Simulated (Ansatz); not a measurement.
MgF2 (rutile)

Space group P4₂/mnm (No. 136); a = 4.6389 Å, b = 4.6389 Å, c = 3.0624 Å, α = 90.00°, β = 90.00°, γ = 90.00°

```
atom  site  symmetry       x       y       z
----  ----  --------  ------  ------  ------
Mg      2a      m.mm  0.0000  0.0000  0.0000
F       4f      m.2m  0.3034  0.3034  0.0000
```

Grid over V/V₀ and (c/a)/(c/a)₀, subscript 0 meaning the relaxed cell; the conventional c axis lies along z; no internal relaxation.

Calculation: PBEsol (plane waves to 420 eV, PAW, scalar-relativistic; Ansatz, a program for electronic structure). k mesh 7×7×11 (Γ-centred), Fermi-Dirac smearing 0.05 eV. Energies are smeared free energies. As the atoms are clamped, bonds stretch with the cell, which overstates energies and stresses. MgF2 was relaxed with its symmetry unable to fall. ΔE is measured from the relaxed starting cell.

**Question.** Predict the ΔE (meV/atom) at all points of the grid V/V₀ = 0.920, 0.960, 1.000, 1.040, 1.080 by (c/a)/(c/a)₀ = 0.920, 0.960, 1.000, 1.040, 1.080.

**Answer.** ΔE (meV/atom), with V/V₀ across and (c/a)/(c/a)₀ down:

```csv
(c/a)/(c/a)₀ \ V/V₀,0.920,0.960,1.000,1.040,1.080
0.920,54.0,30.2,20.6,22.4,33.5
0.960,33.6,12.3,4.9,8.6,21.5
1.000,25.5,5.9,0.0,5.2,19.2
1.040,27.9,9.4,4.3,10.2,25.1
1.080,39.3,21.0,16.3,22.5,37.5
```

(A scan under strain: stresses follow from slopes of the energy per volume, elastic moduli from its curvatures.)
